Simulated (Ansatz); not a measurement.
Input, command and steps of an Ansatz relaxation.

```yaml
crystal:
  lattice:
    - [4.0002671403, 0.0, 0.0]
    - [-2.0001335701, 3.4643329655, 0.0]
    - [0.0, 0.0, 6.6043759263]
  atoms:
    - { symbol: Mn, position: [0.3333333333, 0.6666666667, 0.3806811177], spin: 2.82 }
    - { symbol: Mn, position: [0.6666666667, 0.3333333333, 0.6193188823], spin: 2.82 }
    - { symbol: Zn, position: [0.0, 0.0, 0.0] }
    - { symbol: As, position: [0.3333333333, 0.6666666667, 0.7536625791] }
    - { symbol: As, position: [0.6666666667, 0.3333333333, 0.2463374209] }
basis:
  ecutwfc: 420
kpoints:
  mp_grid: { grid: [12, 12, 6] }
hamiltonian:
  xc: pbe
scf:
  occupations: { method: gaussian, width: 0.1 }
output:
  forces: true
  stress: true
  eigenvalues: true
  populations: true
magnetization:
  spin_polarized: true
relax:
  adjacent_minimum: "off"
  f_tol: 0.01
  max_steps: 30
  cell: { stress_tol: 0.1, fix: [volume] }
```

```bash
ansatz run input.yaml --threads 1 --pin off --max-ram 2560MiB --backend cpu --events-out ev --progress --plain --runs-dir out
```

Method: Ansatz, DFT PBE, scalar-relativistic, plane waves, PAW.

The volume is held at 1.06 times that of the relaxed cell.

Of 4 frames 3 are shown, positions in Å and forces in eV/Å; the SCF threshold varies from step to step. Steps run on the plane waves of an earlier cell, with a Pulay correction in the pressure. The basis is chosen afresh for the last frame, the zero of the energies, and at times for earlier ones too; energy and pressure can step there, also at an unchanged geometry. Where two frames share a geometry here, they differ by under 2 meV/atom and 0.3 GPa.

```xyz
5
Lattice="4.0003 0.0000 0.0000 -2.0001 3.4643 0.0000 0.0000 0.0000 6.6044" Properties=species:S:1:pos:R:3:forces:R:3 pbc="T T T" step=1 free_energy_over_end_meV_per_atom=0.37 pressure_GPa=-2.91
Mn    0.0000    2.3096    2.5142    0.0000    0.0000   -0.0142
Mn    2.0001    1.1548    4.0902    0.0000    0.0000    0.0142
Zn    0.0000    0.0000    0.0000    0.0000    0.0000    0.0000
As    0.0000    2.3096    4.9775    0.0000    0.0000   -0.1009
As    2.0001    1.1548    1.6269    0.0000    0.0000    0.1009
5
Lattice="4.0012 0.0000 0.0000 -2.0006 3.4652 0.0000 0.0000 0.0000 6.6012" Properties=species:S:1:pos:R:3:forces:R:3 pbc="T T T" step=2 free_energy_over_end_meV_per_atom=0.10 pressure_GPa=-2.81
Mn    0.0000    2.3101    2.5097    0.0000    0.0000   -0.0026
Mn    2.0006    1.1551    4.0915    0.0000    0.0000    0.0026
Zn    0.0000    0.0000    0.0000    0.0000    0.0000    0.0000
As    0.0000    2.3101    4.9669    0.0000    0.0000   -0.0470
As    2.0006    1.1551    1.6343    0.0000    0.0000    0.0470
5
Lattice="4.0057 0.0000 0.0000 -2.0028 3.4690 0.0000 0.0000 0.0000 6.5866" Properties=species:S:1:pos:R:3:forces:R:3 pbc="T T T" step=4 free_energy_over_end_meV_per_atom=0.00 pressure_GPa=-2.71
Mn    0.0000    2.3127    2.4998    0.0000    0.0000   -0.0066
Mn    2.0028    1.1563    4.0868    0.0000    0.0000    0.0066
Zn    0.0000    0.0000    0.0000    0.0000    0.0000    0.0000
As    0.0000    2.3127    4.9495    0.0000    0.0000    0.0038
As    2.0028    1.1563    1.6371    0.0000    0.0000   -0.0038
```

Time: 4.3 min on 1 thread of Arm Neoverse V1 (shared host), peak memory 0.86 GiB.

The state reached may not be the lowest one. The program reads another magnetic order as possibly lower. Only parallel moments were tried here.